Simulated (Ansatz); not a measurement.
BeSe (zinc blende, space group No. 216) under volume change, PBEsol (plane waves, PAW; program Ansatz), scaled uniformly.

```tsv
V (Å³/atom)	E − E(relaxed) (meV/atom)	P (GPa)
15.347	39.5	9.00
15.853	16.6	5.54
16.359	[?]	[?]
16.865	0.0	0.00
17.371	3.6	-2.22
17.877	13.7	-4.14
18.383	[?]	[?]
```

Problem. Complete the blanks.

Solution. 
- 16.359, E − E(relaxed) (meV/atom): 4.0
- 16.359, P (GPa): 2.57
- 18.383, E − E(relaxed) (meV/atom): 29.5
- 18.383, P (GPa): -5.80

Problem. What does a third-order Birch–Murnaghan fit give for V₀, B₀ and B′?

Solution. V₀ = 16.86 Å³/atom, B₀ = 79.5 GPa, B′ = 3.9.

Space group F-43m (zinc blende). Symmetry was held in the PBEsol relaxation.

Potentials: the later of the program's two PAW sets.
